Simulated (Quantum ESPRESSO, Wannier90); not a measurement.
# Wannier functions of Tl (bcc (W type), model phase)

```xyz
1
Lattice="-1.9560 1.9560 1.9560 1.9560 -1.9560 1.9560 1.9560 1.9560 -1.9560" Properties=species:S:1:pos:R:3 pbc="T T T"
Tl     0.0000     0.0000     0.0000
```

Materials Project entry mp-39; symmetrised, unrelaxed at this level. This isn't the element's usual structure (hcp); take it as a model of another phase. Computed values, not measurements, from PBEsol: Quantum ESPRESSO (norm-conserving PseudoDojo potentials, cutoff 50 Ry, no spin polarisation, no spin-orbit coupling) on a Γ-centred 12×12×12 mesh, then Wannier90. Density: 16×16×16 mesh, cold smearing 0.01 Ry. Spin-orbit coupling is left out although heavy elements are present.

A tight-binding model is made by disentanglement and projection with no localisation steps (num_iter = 0), so the 4 orbitals stay atom-like: hydrogen-like Tl: s;p, axes along x, y, z; frozen window up to 1.50 eV relative to the Fermi level. It follows pw.x to 11 meV rms for states up to 1.0 eV relative to the Fermi level. Matrix elements depend on this choice of orbitals and windows.

The 30 largest hoppings ⟨m,0|H|n,R⟩ between different sites (one of each Hermitian pair; signs follow the real orbitals' lobes; the list may end inside a set of equal values):

```
m            n      R  distance of the centres (Å)  t (eV)
------  ------  -----  ---------------------------  ------
Tl1 px  Tl1 px  0 1 1                         3.91   0.870
Tl1 py  Tl1 py  1 0 1                         3.91   0.870
Tl1 pz  Tl1 pz  1 1 0                         3.91   0.870
Tl1 pz  Tl1 px  0 0 1                         3.39  -0.723
Tl1 pz  Tl1 py  0 0 1                         3.39  -0.723
Tl1 px  Tl1 pz  0 0 1                         3.39  -0.723
Tl1 px  Tl1 py  0 0 1                         3.39   0.723
Tl1 py  Tl1 pz  0 0 1                         3.39  -0.723
Tl1 py  Tl1 px  0 0 1                         3.39   0.723
Tl1 pz  Tl1 px  0 1 0                         3.39   0.723
Tl1 pz  Tl1 py  0 1 0                         3.39  -0.723
Tl1 px  Tl1 pz  0 1 0                         3.39   0.723
Tl1 px  Tl1 py  0 1 0                         3.39  -0.723
Tl1 py  Tl1 pz  0 1 0                         3.39  -0.723
Tl1 py  Tl1 px  0 1 0                         3.39  -0.723
Tl1 pz  Tl1 px  1 0 0                         3.39  -0.723
Tl1 pz  Tl1 py  1 0 0                         3.39   0.723
Tl1 px  Tl1 pz  1 0 0                         3.39  -0.723
Tl1 px  Tl1 py  1 0 0                         3.39  -0.723
Tl1 py  Tl1 pz  1 0 0                         3.39   0.723
Tl1 py  Tl1 px  1 0 0                         3.39  -0.723
Tl1 pz  Tl1 px  1 1 1                         3.39   0.723
Tl1 pz  Tl1 py  1 1 1                         3.39   0.723
Tl1 px  Tl1 pz  1 1 1                         3.39   0.723
Tl1 px  Tl1 py  1 1 1                         3.39   0.723
Tl1 py  Tl1 pz  1 1 1                         3.39   0.723
Tl1 py  Tl1 px  1 1 1                         3.39   0.723
Tl1 s   Tl1 pz  0 0 1                         3.39  -0.584
Tl1 s   Tl1 px  0 0 1                         3.39   0.584
Tl1 s   Tl1 py  0 0 1                         3.39   0.584
```
